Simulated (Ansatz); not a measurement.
C:
```cif
data_C8
_chemical_formula_sum 'C8'
_space_group_name_H-M_alt 'Fd-3m :1'
_space_group_IT_number 227
_space_group_name_Hall 'F 4d 2 3 -1d'
_cell_length_a 3.55688
_cell_length_b 3.55688
_cell_length_c 3.55688
_cell_angle_alpha 90.000
_cell_angle_beta 90.000
_cell_angle_gamma 90.000
loop_
_atom_site_label
_atom_site_type_symbol
_atom_site_symmetry_multiplicity
_atom_site_Wyckoff_symbol
_atom_site_fract_x
_atom_site_fract_y
_atom_site_fract_z
_atom_site_occupancy
C1 C 8 a 0.00000 0.00000 0.00000 1
```
(The calculation used a cell of 2 atoms; values per cell refer to that cell.)

Relaxed with PBE+D3(BJ).

Problem. Which orbitals make up the states near the band edges in PBE+D3(BJ) (plane waves, PAW; program Ansatz)?

Solution. Top 1 eV of the valence band: C 2p 98 %. Bottom 1 eV of the conduction band: C 2p 53 %, C 2s 39 %, outside the projected shells 9 %. Projections are on Löwdin-orthogonalised atomic valence shells; empty p or d shells of many metals are not among them.

Problem. Tabulate the density of states.

Solution. States/eV per cell of 2 atoms, in 0.25 eV bins, energy from the valence-band maximum.

| E (eV) | total | C 2p | C 2s |
|---|---|---|---|
| -7.85 | 0.52 | 0.44 | 0.07 |
| -7.60 | 0.53 | 0.46 | 0.07 |
| -7.35 | 0.55 | 0.48 | 0.07 |
| -7.10 | 0.58 | 0.51 | 0.06 |
| -6.85 | 0.61 | 0.55 | 0.06 |
| -6.60 | 0.67 | 0.60 | 0.06 |
| -6.35 | 0.78 | 0.72 | 0.06 |
| -6.10 | 0.78 | 0.73 | 0.05 |
| -5.85 | 0.77 | 0.72 | 0.05 |
| -5.60 | 0.76 | 0.71 | 0.05 |
| -5.35 | 0.74 | 0.70 | 0.04 |
| -5.10 | 0.73 | 0.68 | 0.04 |
| -4.85 | 0.72 | 0.68 | 0.04 |
| -4.60 | 0.71 | 0.67 | 0.03 |
| -4.35 | 0.69 | 0.66 | 0.03 |
| -4.10 | 0.68 | 0.65 | 0.03 |
| -3.85 | 0.67 | 0.64 | 0.02 |
| -3.60 | 0.66 | 0.64 | 0.02 |
| -3.35 | 0.65 | 0.63 | 0.02 |
| -3.10 | 0.63 | 0.62 | 0.02 |
| -2.85 | 0.57 | 0.56 | 0.01 |
| -2.60 | 0.44 | 0.43 | 0.01 |
| -2.35 | 0.37 | 0.36 | 0.01 |
| -2.10 | 0.32 | 0.31 | 0.01 |
| -1.85 | 0.27 | 0.26 | 0.01 |
| -1.60 | 0.23 | 0.23 | 0.01 |
| -1.35 | 0.20 | 0.20 | 0.00 |
| -1.10 | 0.17 | 0.16 | 0.00 |
| -0.85 | 0.13 | 0.13 | 0.00 |
| -0.60 | 0.11 | 0.10 | 0.00 |
| -0.35 | 0.07 | 0.07 | 0.00 |
| -0.10 | 0.02 | 0.02 | 0.00 |
| 0.15 | 0.00 | 0.00 | 0.00 |
| 0.40 | 0.00 | 0.00 | 0.00 |
| 0.65 | 0.00 | 0.00 | 0.00 |
| 0.90 | 0.00 | 0.00 | 0.00 |
| 1.15 | 0.00 | 0.00 | 0.00 |
| 1.40 | 0.00 | 0.00 | 0.00 |
| 1.65 | 0.00 | 0.00 | 0.00 |
| 1.90 | 0.00 | 0.00 | 0.00 |
| 2.15 | 0.00 | 0.00 | 0.00 |
| 2.40 | 0.00 | 0.00 | 0.00 |
| 2.65 | 0.00 | 0.00 | 0.00 |
| 2.90 | 0.00 | 0.00 | 0.00 |
| 3.15 | 0.00 | 0.00 | 0.00 |
| 3.40 | 0.00 | 0.00 | 0.00 |
| 3.65 | 0.00 | 0.00 | 0.00 |
| 3.90 | 0.00 | 0.00 | 0.00 |
| 4.15 | 0.01 | 0.00 | 0.00 |
| 4.40 | 0.08 | 0.04 | 0.03 |
| 4.65 | 0.14 | 0.07 | 0.06 |
| 4.90 | 0.21 | 0.11 | 0.08 |
| 5.15 | 0.27 | 0.15 | 0.10 |
| 5.40 | 0.33 | 0.19 | 0.11 |
| 5.65 | 0.41 | 0.25 | 0.12 |
| 5.90 | 0.45 | 0.29 | 0.12 |
| 6.15 | 0.49 | 0.32 | 0.12 |
| 6.40 | 0.53 | 0.34 | 0.12 |
| 6.65 | 0.56 | 0.37 | 0.12 |
| 6.90 | 0.60 | 0.41 | 0.12 |
| 7.15 | 0.65 | 0.44 | 0.12 |
| 7.40 | 0.70 | 0.49 | 0.12 |
| 7.65 | 0.77 | 0.55 | 0.13 |
| 7.90 | 0.89 | 0.64 | 0.13 |
| 8.15 | 1.13 | 0.83 | 0.14 |
| 8.40 | 1.04 | 0.77 | 0.13 |
| 8.65 | 0.80 | 0.57 | 0.13 |
| 8.90 | 0.95 | 0.65 | 0.18 |

The cell was relaxed with PBE+D3(BJ) under the symmetry of its start; phonons on a q-mesh show no instability. The volume moved by -27 % from the start of the relaxation.

Potentials: the later of the program's two PAW sets.
